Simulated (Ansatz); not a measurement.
A plane-wave DFT run in Ansatz 0.2.0 (scalar-relativistic PAW potentials unless the input names others): input and command.

```yaml
crystal:
  lattice:
    - [1.7834, -1.7834, 0.0]
    - [1.7834, 0.0, -1.7834]
    - [7.1336, 7.1336, 7.1336]
  atoms:
    - { symbol: C, position: [0.6666666667, 0.6666666667, 0.4166666667] }
    - { symbol: C, position: [0.0, 0.0, 0.25] }
    - { symbol: C, position: [0.3333333333, 0.3333333333, 0.5833333333] }
    - { symbol: C, position: [0.6666666667, 0.6666666667, 0.9166666667] }
    - { symbol: C, position: [1.0, 1.0, 0.75] }
    - { symbol: C, position: [0.3333333333, 0.3333333333, 0.0833333333] }
    - { symbol: C, position: [0.6666666667, 0.6666666667, 0.5416666667] }
    - { symbol: C, position: [1.0, 1.0, 0.375] }
    - { symbol: C, position: [0.3333333333, 0.3333333333, 0.7083333333] }
    - { symbol: C, position: [0.6666666667, 0.6666666667, 0.0416666667] }
    - { symbol: C, position: [0.0, 0.0, 0.875] }
    - { symbol: C, position: [0.3333333333, 0.3333333333, 0.2083333333] }
basis:
  ecutwfc: 420
kpoints:
  mp_grid: { grid: [10, 10, 2] }
hamiltonian:
  xc: lda
scf:
  occupations: { method: methfessel_paxton, width: 0.01 }
output:
  forces: true
  eigenvalues: true
  stress: true
```

```bash
ansatz run input.yaml --threads 2 --pin off --max-ram 5120MiB --backend cpu --events-out ev --progress --plain --runs-dir out
```

Abridged log:
```
Pseudopotentials: kind: paw
Pseudopotential: C, paw, valence charge 4, recommended cutoff 420 eV (normal)
Functional definition: SPW92
Crystal: 12 atoms, lattice volume = 68.066 Å³
Basis set: ecut = 420 eV, 1355 PW (Γ)
Bands: 36, of which v1, the nominal top of the filled ones, is band 24 counted from 1 (23 counted from 0)
Symmetry: 72 space group operations
Space group: Fd-3m (ITA 227), of the structure as read, at distance tolerance 4.1e-5 Å
k-points: 28 of 200
Initial density: superposition of atomic densities (neutral atoms: chi_scale 0, normalization atom), corrected by the library's trained network
Initial wavefunctions: pseudopotential atomic-orbital guess
Functional: x = slater, c = lda
SCF iter   1: F=—  HF=-2915.831073 eV  |F-HF|=—  |Δ(HF+E_count)|=         —  Δρ=7.09e-3  dr2=1.18e-2  ethr=1.77e-3  ⟨swp⟩=6.2  Hψ=4527  notcnv=0  defer=33
SCF iter   2: F=—  HF=-2915.828149 eV  |F-HF|=—  |Δ(HF+E_count)|=   2.92e-3  S|Δr|=    0.00e0  Δρ=3.38e-3  dr2=2.68e-3  ethr=2.46e-5  ⟨swp⟩=1.9  Hψ=1393  notcnv=0  defer=134
SCF iter   3: F=—  HF=-2915.827406 eV  |F-HF|=—  |Δ(HF+E_count)|=   7.42e-4  S|Δr|=    0.00e0  Δρ=6.14e-5  dr2=1.84e-6  ethr=5.57e-6  ⟨swp⟩=2.0  Hψ=985  notcnv=0  defer=91
automatic band count: iteration 3 solves 33 bands in place of 36: the levels show a gap, and the empty bands left out lie too high to hold charge; the band table lists the bands solved (type scf.n_extra_bands for more)
SCF iter   4: F=—  HF=-2915.827418 eV  |F-HF|=—  |Δ(HF+E_count)|=   1.12e-5  S|Δr|=    0.00e0  Δρ=2.94e-5  dr2=1.50e-7  ethr=2.08e-10  ⟨swp⟩=9.1  Hψ=4403  notcnv=0
SCF iter   5: F=-2915.827418 eV  HF=-2915.827418 eV  |F-HF|=3.89e-10  |Δ(HF+E_count)|=   1.10e-8  S|Δr|=    0.00e0  Δρ=3.60e-6  dr2=1.97e-9  ethr=2.08e-10  ⟨swp⟩=3.1  Hψ=2401  notcnv=0
SCF 1 converged in 5 iterations: F = -2915.827418 eV  dr2 = 1.97e-9
SCF converged after 5 iterations
Stability not checked: this state was not tested for a lower state beside it, because cold or Methfessel-Paxton smearing, or corrected tetrahedra, fill the levels in a way that the test cannot read (fill_not_monotonic; see scf.lower_state_search)
Free energy (F): -2915.827418 eV
Harris-Foulkes:  -2915.827418 eV  (|F-HF|=3.89e-10)
Internal energy: -2915.827418 eV  (E = F + TS)
E sigma→0 (E₀):  -2915.827418 eV
Fermi energy:    15.134048 eV
Step filling:    the computed levels leave a gap of 4.1457 eV = 414.6 smearing widths at the electron count; against every level under it full and every level over it empty, smearing changes F+E_penalty+E_count by +0.00e0 meV and its σ→0 estimate by +0.00e0 meV
--- Forces (eV/Å), atoms counted from 1 ---
  atom   1  C     -0.00009044    -0.00009044    -0.00009044
  atom   2  C     -0.00009044    -0.00009044    -0.00009044
  atom   3  C     -0.00009044    -0.00009044    -0.00009044
  atom   4  C     -0.00009044    -0.00009044    -0.00009044
  atom   5  C     -0.00009044    -0.00009044    -0.00009044
  atom   6  C     -0.00009044    -0.00009044    -0.00009044
  atom   7  C      0.00009044     0.00009044     0.00009044
  atom   8  C      0.00009044     0.00009044     0.00009044
  atom   9  C      0.00009044     0.00009044     0.00009044
  atom  10  C      0.00009044     0.00009044     0.00009044
  atom  11  C      0.00009044     0.00009044     0.00009044
  atom  12  C      0.00009044     0.00009044     0.00009044
--- Stress (GPa, compression-positive) ---
      -13.130445      -0.004141      -0.004141
       -0.004141     -13.130445      -0.004141
       -0.004141      -0.004141     -13.130445
  P = ⅓ Tr σ = -13.1304 GPa (-131.304 kbar)
```

Apart from outputs and empty bands, the input differs from a reference run on usual settings in scf.occupations.method: "gaussian" → "methfessel_paxton"; scf.occupations.width: 0.05 → 0.01. The reference, at the same geometry (not necessarily relaxed), gave pressure -13.13 GPa, largest force 0.000 eV/Å, gap on the mesh 4.15 eV. This run converged in 5 SCF iterations (reference: 6) with an energy at zero smearing within 0.01 meV/atom of the reference's, pressure -13.13 GPa, largest force 0.000 eV/Å, gap on the mesh 4.15 eV.

Time: 1.2 s on 2 threads of Intel(R) Xeon(R) 6975P-C (Granite Rapids) (shared host), peak memory 0.39 GiB.